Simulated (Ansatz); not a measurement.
InSb:
```xyz
8
Lattice="4.6296 0.0000 0.0000 -2.3148 4.0094 0.0000 0.0000 0.0000 15.1862" Properties=species:S:1:pos:R:3 pbc="T T T"
In     2.3148     1.3365    15.1851
Sb     2.3148     1.3365     2.8501
In     0.0000     0.0000     3.8017
Sb     0.0000     0.0000     6.6371
In     0.0000     2.6729     7.5921
Sb     0.0000     2.6729    10.4431
In     0.0000     0.0000    11.3948
Sb     0.0000     0.0000    14.2302
```

Relaxed with r²SCAN. Special points in fractions of this cell's reciprocal vectors: Γ (0.000, 0.000, 0.000); M (0.500, 0.000, 0.000); K (0.333, 0.333, 0.000); A (0.000, 0.000, 0.500); L (0.500, 0.000, 0.500); H (0.333, 0.333, 0.500).

Q: List the band energies nearest the Fermi level at these points for the program Ansatz at the r²SCAN with spin–orbit coupling level (PAW).

A: In eV from the Fermi level; about four levels below and three above (degenerate sets whole), none deeper than 8.9 eV; points with the same levels are listed once.

```
k                    below                above
-  -----------------------  -------------------
Γ  -0.18 -0.18 -0.02 -0.02  0.02 0.02 0.46 0.46
M  -1.59 -1.59 -1.14 -1.14  0.70 0.70 0.94 0.94
K  -2.07 -2.04 -1.68 -1.68  1.67 1.67 2.27 2.27
A  -0.18 -0.18 -0.18 -0.18  0.57 0.57 0.57 0.57
L  -1.43 -1.43 -1.43 -1.43  1.14 1.14 1.14 1.14
H  -1.99 -1.99 -1.92 -1.92  1.81 1.81 1.88 1.88
```

Space group P6_3mc. The start of the workflow was typed in or built on a structure type; neither database checked (COD, Materials Project) lists it. It is not the phase usual at ambient conditions (space group No. 216). The r²SCAN relaxation kept the symmetry of its start; its stability against distortions is not shown here. The Fermi level of a semimetal is unsure by some 0.05 eV on such meshes.

Potentials: the earlier of the program's two PAW sets.
